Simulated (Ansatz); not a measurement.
BeS (NiAs type, P6_3/mmc), r²SCAN (plane waves, PAW; program Ansatz). The conduction-band minimum lies at K, with 2 equivalent valleys. Second derivatives d²E/dk² of the lowest band at one valley (eV·Å²), along Cartesian directions:

```json
[
 {"direction": "[100]", "d²E/dk²": "13.71"},
 {"direction": "[010]", "d²E/dk²": "13.71"},
 {"direction": "[001]", "d²E/dk²": "22.91"},
 {"direction": "[110]", "d²E/dk²": "13.71"},
 {"direction": "[101]", "d²E/dk²": "18.31"},
 {"direction": "[011]", "d²E/dk²": "18.31"}
]
```

Question: Find the principal effective masses, the density-of-states mass and the conductivity mass.

Answer: Off-diagonal terms follow from H_xy = H[110] − (H_xx + H_yy)/2, and m*/mₑ = 7.620 eV·Å² over each eigenvalue: 0.33, 0.56, 0.56. One valley's DOS mass (m₁m₂m₃)^(1/3) = 0.47, conductivity mass 3/(Σ 1/mᵢ) = 0.45 mₑ.

Question: What effective density of states Nc follows at 300 K for parabolic valleys?

Answer: Nc = 2.509e19 × 2 × (0.47)^(3/2) ≈ 1.6e19 cm⁻³.

The start of the workflow was typed in or built on a structure type; neither database checked (COD, Materials Project) lists it. COD files the formula under space group No. 216, so this cell is another polymorph or a model. Whether it is the stable phase at ambient conditions was not checked. Symmetry was held in the r²SCAN relaxation; its stability against distortions is not shown here.

Potentials: the earlier of the program's two PAW sets.

Edges and masses are those of Kohn–Sham bands, whose gap is no quasiparticle gap.
